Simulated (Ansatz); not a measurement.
Hf:
Space group P6₃/mmc (No. 194); a = 3.160 Å, b = 3.160 Å, c = 4.996 Å, α = 90.00°, β = 90.00°, γ = 120.00°

```json
[
 {"atom": "Hf", "site": "2c", "symmetry": "-6m2", "x": "0.3333", "y": "0.6667", "z": "0.2500"}
]
```

Relaxed with PBEsol.

Decompose the optical modes at the zone centre into irreducible representations, and say which are infrared and Raman allowed.

Point group 6/mmm: Γ_opt = B1g + E2g. Infrared: none. Raman: E2g.

Assign frequencies (DFPT, PBEsol in the plane-wave PAW code Ansatz).

E2g 75, B1g 111 cm⁻¹.

Subscripts of B labels follow the axes of the standard setting.

Space group P6_3/mmc (hcp (Mg type)). The cell was relaxed with PBEsol under the symmetry of its start. The run is not spin-polarised. As this level gives no gap, phonon frequencies hold no LO–TO term and depend on the k-mesh and smearing (Fermi–Dirac, 0.1 eV here). Axis ratios of metals converge slowly with the k-mesh, so a and c are less sure than the volume. Spin–orbit coupling is left out wherever it is not named.

Potentials: the earlier of the program's two PAW sets. The files were generated under PBE; for other functionals the program regenerates the frozen cores, and for LDA and PBEsol the local potential too.
